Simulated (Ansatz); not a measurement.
Given:

CdF₂:
Space group Fm-3m (No. 225); a = 5.2974 Å, b = 5.2974 Å, c = 5.2974 Å, α = 90.00°, β = 90.00°, γ = 90.00°

| atom | site | symmetry | x | y | z |
|---|---|---|---|---|---|
| Cd | 4a | m-3m | 0.0000 | 0.0000 | 0.0000 |
| F | 8c | -43m | 0.2500 | 0.2500 | 0.2500 |
(The calculation used a cell of 3 atoms; values per cell refer to that cell.)

This is the LDA-relaxed structure.

Q: All from LDA in the plane-wave PAW code Ansatz, unless another level is named. Predict the hole effective mass.

A: 2.2, 2.2, 6.5 mₑ (principal values).

Q: And the electron effective mass?

A: 0.37 mₑ (isotropic).

Q: And the valence-band maximum?

A: at W.

Q: And the weight of the valence-edge state by species (Voronoi cells)?

A: F 86 %, Cd 14 %.

Q: And the weight of the conduction-edge state by species (Voronoi cells)?

A: F 57 %, Cd 43 %.

Q: Predict the conduction-band minimum.

A: at Γ.

The cell was relaxed with LDA under the symmetry of its start; phonons on a q-mesh show no instability. Scalar-relativistic: spin–orbit coupling is off unless named, which matters more the heavier the elements.

Potentials: the later of the program's two PAW sets.

Edges and masses are those of Kohn–Sham bands, whose gap is no quasiparticle gap.
